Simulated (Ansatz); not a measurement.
TaN (rock salt)

```xyz
2
Lattice="0.0000 2.1873 2.1873 2.1873 0.0000 2.1873 2.1873 2.1873 0.0000" Properties=species:S:1:pos:R:3 pbc="T T T"
N      0.0000     0.0000     0.0000
Ta     2.1873     2.1873     2.1873
```

Two coordinates are scanned: the volume, and the ratio of the stretch along z (the conventional c axis) to the stretch across it. Atoms keep their fractional coordinates.

Level of theory: PBEsol (plane waves to 420 eV, PAW, scalar-relativistic; Ansatz, a first-principles code). k mesh 18×18×18 (Γ-centred), Fermi-Dirac smearing 0.05 eV. Stress and pressure are positive under compression. With partly filled bands, the response to shear is sensitive to the k mesh, so small differences along c/a are uncertain. Spin-orbit coupling is left out, though Ta is heavy. TaN is run without spin polarisation. TaN was relaxed with its symmetry unable to fall. The PAW data are Ansatz's earlier set. This is a high-temperature form of TaN. 

| σzz (GPa) | V/V₀ = 0.920 | V/V₀ = 0.947 | V/V₀ = 0.973 | V/V₀ = 1.000 | V/V₀ = 1.027 | V/V₀ = 1.053 | V/V₀ = 1.080 |
|---|---|---|---|---|---|---|---|
| (c/a)/(c/a)₀ = 0.880 | 148.2 | 122.3 | 99.4 | 79.2 | 61.3 | 45.5 | 31.5 |
| (c/a)/(c/a)₀ = 0.920 | 101.6 | 80.4 | 61.9 | 45.7 | 31.4 | 18.8 | 7.7 |
| (c/a)/(c/a)₀ = 0.960 | 65.1 | 48.1 | 33.2 | 20.3 | 9.0 | -0.9 | -9.5 |
| (c/a)/(c/a)₀ = 1.000 | [?] | 22.1 | 10.3 | 0.0 | -8.9 | [?] | -23.2 |
| (c/a)/(c/a)₀ = 1.040 | 14.6 | 3.8 | -5.4 | -13.3 | -20.0 | -25.8 | -30.7 |
| (c/a)/(c/a)₀ = 1.080 | 3.7 | -4.9 | -12.1 | -18.3 | -23.5 | -27.9 | -31.7 |
| (c/a)/(c/a)₀ = 1.120 | -1.4 | -8.6 | -14.6 | -19.7 | -23.9 | -27.5 | -30.6 |

Complete the blanks.


- (c/a)/(c/a)₀ = 1.000, V/V₀ = 0.920: 35.8
- (c/a)/(c/a)₀ = 1.000, V/V₀ = 1.053: -16.5

(Under strain, the slope of the energy per volume gives the stress and its curvature an elastic modulus.)
